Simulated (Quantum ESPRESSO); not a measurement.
# Moving one atom in Si6AlP

Calculated results; nothing here was measured. They come from pw.x of Quantum ESPRESSO 7.5, a plane-wave density functional program, with PseudoDojo standard norm-conserving files (v0.5 for PBE, v0.4.1 for LDA and PBEsol). The cells are made up: elements, strain and atom displacements were drawn at random, and nothing was relaxed. There is no spin polarisation, spin-orbit coupling or dispersion term.

The cell has 8 sites of a zincblende or diamond lattice. Sites 1 to 4 hold Si Si Al Si; sites 5 to 8 hold Si Si P Si. Cell vectors in Å: (5.397, 0.006, 0.011); (0.006, 5.400, 0.057); (0.011, 0.057, 5.567). Settings: PBE, cutoff 599 eV, 6 x 6 x 6 k mesh shifted by half a step, Fermi-Dirac smearing of 0.1 eV.

Each run shifts the Si atom on site 4 along y and leaves all else fixed. Site 5 is one of its nearest neighbours. E is the free energy of the cell above the lowest run shown.

| run | shift (Å) | Fy on site 4 (eV/Å) | Fy on site 5 (eV/Å) | P (GPa) | E (meV) |
| --- | --- | --- | --- | --- | --- |
| 1 | -0.1169 | 0.040 | 3.713 | 4.79 | 0.0 |
| 2 | -0.0854 | -0.312 | 3.801 | 4.78 | 4.3 |
| 3 | -0.0692 | -0.492 | 3.844 | 4.79 | 10.8 |
| 5 | -0.0001 | -1.250 | 4.016 | 4.85 | 71.1 |
| 6 | 0.0165 | -1.429 | 4.055 | 4.87 | 93.4 |
| 7 | 0.1117 | -2.412 | 4.246 | 5.11 | 276.8 |
| 4 | -0.0241 | ? | ? | ? | ? |

A rerun of one of these cells at 838 eV and k mesh 8 x 8 x 8 moved values by no more than 0.002 eV in the cell's energy, 0.02 GPa in stress and 0.004 eV/Å in force.

## Worked fit

A parabola through the six runs shown gives Fy on site 4 = -1.251 - 10.73 u + 2.9 u² eV/Å, with u in Å and a scatter of 0.003 eV/Å. Minus the slope, 10.73 ± 0.09 eV/Å², is this atom's force constant along y at u = 0, with its periodic images moving too. The fitted force vanishes at u = -0.113 Å, where the energy should be lowest along this line. The error is the larger of the fit's own and the change that a cubic makes, rounded up.

## Withheld run

Question: what Fy on site 4 should run 4 give?

The fit gives -0.991 eV/Å. The calculation gave -0.989 eV/Å.

```
run,shift (Å),Fy on site 4 (eV/Å),Fy on site 5 (eV/Å),P (GPa),E (meV)
4,-0.0241,-0.989,3.959,4.82,44.2
```